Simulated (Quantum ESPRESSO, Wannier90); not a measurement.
# Tight-binding from DFT: CdTe (wurtzite)

Cell from Materials Project (mp-12779), symmetrised, no further relaxation. Not found in the COD (Crystallography Open Database) copy used, which has the formula in other groups; not checked further. Method: PBEsol plane waves in Quantum ESPRESSO 7.5 (PseudoDojo norm-conserving files, 82 Ry, no spin polarisation, no spin-orbit coupling), Bloch states on a 6×6×4 mesh through Γ, Wannier90 4.0.1. Density: 12×12×4 mesh, Gaussian smearing 0.01 Ry. Spin-orbit coupling is left out although heavy elements are present.

```
begin unit_cell_cart
ang
    4.6332702067    0.0000000000    0.0000000000
   -2.3166351034    4.0125297016    0.0000000000
    0.0000000000    0.0000000000    7.6024300000
end unit_cell_cart
mp_grid = 6 6 4
```

Neighbour vectors b of the finite-difference formula (Å⁻¹), by shell:

```csv
shell,b_x,b_y,b_z
1,0.00000,0.00000,0.20662
1,0.00000,0.00000,-0.20662
2,0.00000,0.26098,0.00000
2,0.22602,0.13049,0.00000
2,0.00000,-0.26098,0.00000
2,0.22602,-0.13049,0.00000
2,-0.22602,-0.13049,0.00000
2,-0.22602,0.13049,0.00000
```

Find the weights w_b from the completeness condition Σ_b w_b b_α b_β = δ_αβ.

Shell 1: Σ b_x² = 0.000, Σ b_y² = 0.000, Σ b_z² = 0.085 Å⁻²
Shell 2: Σ b_x² = 0.204, Σ b_y² = 0.204, Σ b_z² = 0.000 Å⁻²
Each of the three diagonal sums, weighted, has to give 1 and the off-diagonal ones 0, which holds for w_1 = 11.7 Å², w_2 = 4.89 Å². Check on xx: 11.71×0.000 + 4.89×0.204 = 1.00.

On this mesh the 8 functions of bands 19-20,31-36 (valence bands; start: SCDM (isolated), conv_tol = 1.0e-6) end with spreads 2.8481, 2.8481, 2.8481, 2.8481, 2.9530, 2.9530, 2.8481, 2.8481 Å², Ω_I = 22.0468 Å² and Ω_D = 0.0105 Å².

Ω_total is the sum of the spreads, 22.995 Å². Ω_OD = Ω_total − Ω_I − Ω_D = 0.937 Å². Only (Ω_D + Ω_OD)/Ω_total = 4.1 % depends on the gauge, and another start could lower the total by that share at most. The rms radius is √(Ω_total/8) = 1.70 Å.
